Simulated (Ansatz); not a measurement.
A crystal relaxed with r2SCAN in the PAW code Ansatz has space group P2_1/m (No. 11) and a = 7.873 Å, b = 3.019 Å, c = 7.897 Å, β = 119.6°.

```json
{"atom": "Xx", "site": "2e", "x": "0.2343", "y": "0.2500", "z": "0.4089"}
{"atom": "Ge", "site": "2e", "x": "0.4053", "y": "0.7500", "z": "0.1774"}
{"atom": "Ge", "site": "2e", "x": "0.8325", "y": "0.7500", "z": "0.2372"}
{"atom": "N", "site": "2e", "x": "0.3296", "y": "0.2500", "z": "0.6582"}
{"atom": "N", "site": "2e", "x": "0.9825", "y": "0.2500", "z": "0.3056"}
{"atom": "N", "site": "2e", "x": "0.2984", "y": "0.7500", "z": "0.3400"}
{"atom": "N", "site": "2e", "x": "0.6713", "y": "0.7500", "z": "0.9715"}
```

The r2SCAN gap is indirect, 3.47 eV (Γ–Z (0.29 of the way from Γ) to Γ), below the direct gap of 3.52 eV at Γ. With HSE06 the valence top lies at Γ–Z (0.29 of the way from Γ) and the conduction bottom at Γ, 4.49 eV higher; the smallest vertical gap, at Γ, is 4.55 eV. PBE gives an indirect gap of 2.97 eV, from Γ–Z (0.30 of the way from Γ) to Γ; the least direct gap is 3.01 eV at Γ. Meshes: r2SCAN 4×8×4, HSE06 2×6×2, PBE 4×8×4. r2SCAN's ε∞ is 4.5 along x and y, 4.4 along z.

**Question.** Which element is Xx?
A. C
B. Pb
C. Sn
D. Si

**Answer.** D. Xx is Si: SiGe2N4 on the sites of β-Si3N4 (relaxed group P2_1/m). Around Si lie 4 N at 1.73–1.76 Å; around Ge lie 4 N at 1.82–1.85 Å; around Ge lie 4 N at 1.83–1.84 Å; around N lie 1 Si at 1.73 Å and 2 Ge at 1.83 Å; around N lie 2 Si at 1.76 Å and 1 Ge at 1.85 Å; around N lie 3 Ge at 1.82–1.84 Å.

Values at 0 K without nuclear motion; spin polarisation is off, and the phase may be a hypothetical one.

Spin-orbit coupling is left out.

Where an edge lies off the special points, it is a point of the mesh or the k point where a search put PBE's edge or least direct gap, reused for the other functionals, whose own edges may lie a little apart; PBE's own value is read along its path and can be a few hundredths of an eV high.

The meshes of the hybrids are coarse, so their gaps aren't converged to the digits shown.

For a response run the program warns that the ground state's bands aren't all converged, so ε∞ carries an extra error.
